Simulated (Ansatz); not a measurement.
An Ansatz input and the part of its output that reports the observables at the nuclei.

The start is an entry of the Crystallography Open Database (COD).

```yaml
crystal:
  lattice:
    - [11.77, 0.0, 0.0]
    - [0.0, 3.962, 0.0]
    - [0.0, 0.0, 11.62]
  atoms:
    - { symbol: Sb, position: [0.0305, 0.25, 0.328] }
    - { symbol: Sb, position: [0.9695, 0.75, 0.672] }
    - { symbol: Sb, position: [0.4695, 0.75, 0.828] }
    - { symbol: Sb, position: [0.5305, 0.25, 0.172] }
    - { symbol: Sb, position: [0.1478, 0.75, 0.0397] }
    - { symbol: Sb, position: [0.8522, 0.25, 0.9603] }
    - { symbol: Sb, position: [0.3522, 0.25, 0.5397] }
    - { symbol: Sb, position: [0.6478, 0.75, 0.4603] }
    - { symbol: Se, position: [0.0534, 0.25, 0.8732] }
    - { symbol: Se, position: [0.9466, 0.75, 0.1268] }
    - { symbol: Se, position: [0.4466, 0.75, 0.3732] }
    - { symbol: Se, position: [0.5534, 0.25, 0.6268] }
    - { symbol: Se, position: [0.1302, 0.75, 0.4434] }
    - { symbol: Se, position: [0.8698, 0.25, 0.5566] }
    - { symbol: Se, position: [0.3698, 0.25, 0.9434] }
    - { symbol: Se, position: [0.6302, 0.75, 0.0566] }
    - { symbol: Se, position: [0.2132, 0.25, 0.1935] }
    - { symbol: Se, position: [0.7868, 0.75, 0.8065] }
    - { symbol: Se, position: [0.2868, 0.75, 0.6935] }
    - { symbol: Se, position: [0.7132, 0.25, 0.3065] }
kpoints:
  mp_grid: { grid: [3, 7, 3] }
scf:
  occupations: { method: fermi_dirac, width: 0.02 }
hamiltonian:
  xc: pbe
  pseudopotentials: { kind: paw }
output:
  forces: true
  stress: true
  populations: true
  efg: { quadrupole_moments_barn: { Sb: -0.543 }, contact_densities: true }
relax:
  f_tol: 0.02
  max_steps: 60
```

```sh
ansatz run input.yaml --threads 2 --pin off --max-ram 5120MiB --backend cpu --events-out ev --progress --plain --runs-dir out
```

The run relaxes the ions first, and the block belongs to the relaxed positions.

Of the output, the block on the nuclei alone is shown; the set-up, the SCF iterations, energies, forces and stress are cut. One atom of each set with nearly equal values is shown.

```
--- PAW observables at the nuclei: V_zz in 10²¹ V/m², potentials from the cell's mean, atoms counted from 1 ---
  atom   1  Sb V_zz =   -10.426152   η = 0.4961   by run symmetry: allowed   C_q = +136.8921 MHz
            electrostatic potential = -8407.084150 V   contact ρ = 1350177.212906 e/Å³
  atom   5  Sb V_zz =   -13.743666   η = 0.0170   by run symmetry: allowed   C_q = +180.4500 MHz
            electrostatic potential = -8407.142675 V   contact ρ = 1350177.536382 e/Å³
  atom   9  Se V_zz =   +15.266487   η = 0.9545   by run symmetry: allowed
            electrostatic potential = -4711.138746 V   contact ρ = 262891.766164 e/Å³
  atom  13  Se V_zz =   -26.370994   η = 0.1224   by run symmetry: allowed
            electrostatic potential = -4711.146633 V   contact ρ = 262891.465022 e/Å³
  atom  17  Se V_zz =    +7.573828   η = 0.5491   by run symmetry: allowed
            electrostatic potential = -4711.056649 V   contact ρ = 262892.999542 e/Å³
```

The relaxation (5 steps) took 9.8 min of wall time (19 min of CPU time) and 2.2 GiB at its peak, on 2 threads of Arm Neoverse N1 (aarch64; 36 cores open to the job, memory cap 5.0 GiB, no GPU), a shared host with a load of 1.0 a core.

Without spin–orbit coupling (the program notes it for Sb) the gradients can shift somewhat, as the gap is small. With these PAW files V_zz is typically within 2 to 3 % of all-electron values, but misses above 10 % occur on Sb.
